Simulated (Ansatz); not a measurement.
Input:

Al2Pt:
```xyz
3
Lattice="0.0000 2.9521 2.9521 2.9521 0.0000 2.9521 2.9521 2.9521 0.0000" Properties=species:S:1:pos:R:3 pbc="T T T"
Pt     0.0000     0.0000     0.0000
Al     1.4760     1.4760     1.4760
Al     4.4281     4.4281     4.4281
```

This is the r²SCAN-relaxed structure.

Q: All from plane-wave PAW r²SCAN (Ansatz code), unless another level is named. Predict the highest zone-centre frequency.

A: 296 cm⁻¹.

Q: What about the Young's modulus?

A: 120 GPa.

Q: And the elastic constants (relaxed ions, GPa)?

A: C11 = 191, C12 = 117, C44 = 49.9.

Space group Fm-3m (fluorite or antifluorite type). The cell was relaxed with r²SCAN under the symmetry of its start; of distortions, only those at the zone centre were tested. The run is not spin-polarised. As this level gives no gap, shear constants depend on the k-mesh and smearing (Fermi–Dirac, 0.1 eV here). As this level gives no gap, phonon frequencies hold no LO–TO term and depend on the k-mesh and smearing (Fermi–Dirac, 0.1 eV here). Spin–orbit coupling is left out wherever it is not named.

Potentials: the later of the program's two PAW sets.
